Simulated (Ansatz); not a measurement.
## Property card for CuPd

CuPd:
```cif
data_CuPd
_chemical_formula_sum 'Cu1 Pd1'
_space_group_name_H-M_alt 'P 1'
_space_group_IT_number 1
_cell_length_a 2.63730
_cell_length_b 2.63730
_cell_length_c 4.22643
_cell_angle_alpha 90.000
_cell_angle_beta 90.000
_cell_angle_gamma 113.492
loop_
_space_group_symop_operation_xyz
  'x, y, z'
loop_
_atom_site_label
_atom_site_type_symbol
_atom_site_fract_x
_atom_site_fract_y
_atom_site_fract_z
_atom_site_occupancy
Cu1 Cu 0.00000 0.00000 0.00000 1
Pd1 Pd 0.50000 0.50000 0.50000 1
```

Space group Cmmm (No. 65); conventional cell a = 2.8923 Å, b = 4.4109 Å, c = 4.2264 Å, α = β = γ = 90.00°.

Method: the program Ansatz at the r²SCAN level (PAW). The cell and atoms are relaxed at this level. Other levels are named where they apply.

### Cell and energy

Volume per atom: 13.48 Å³
Density: 10.47 g/cm³
Formation energy from the elements (no fitted shifts): -0.031 eV/atom

### Electronic structure

Electronic character: metallic (no gap)
Density of states at the Fermi level: 0.38 states/eV per atom (mean over ±0.08 eV)
Gap with spin–orbit coupling: none (metallic)

### Mechanics

Bulk modulus (Birch–Murnaghan fit): 168 GPa
Pressure derivative B′: 5.3

### Phonons

Highest zone-centre frequency: 29.8 meV
Zone-centre stability: unstable, softest mode 58i cm⁻¹

### Charges

- Bader charges = Cu +0.21, Pd -0.21 e

The first step of the workflow began from a Materials Project structure, measured or hypothetical; the Crystallography Open Database copy checked does not list it. COD files the formula under space group No. 221. With Cu and Pd taken as one species the cell has the higher symmetry Im-3m, so it may be an ordered model of a mixed-site phase. Whether it is the stable phase at ambient conditions was not checked. The r²SCAN relaxation kept the symmetry of its start. The run is not spin-polarised. As this level gives no gap, phonon frequencies hold no LO–TO term and depend on the k-mesh and smearing (Fermi–Dirac, 0.1 eV here). Axis ratios of metals converge slowly with the k-mesh, so a and c are less sure than the volume. The references are the lowest solids computed at this level, not always the standard phases. Scalar-relativistic: spin–orbit coupling is off unless named, which matters more the heavier the elements.

Potentials: the later of the program's two PAW sets.
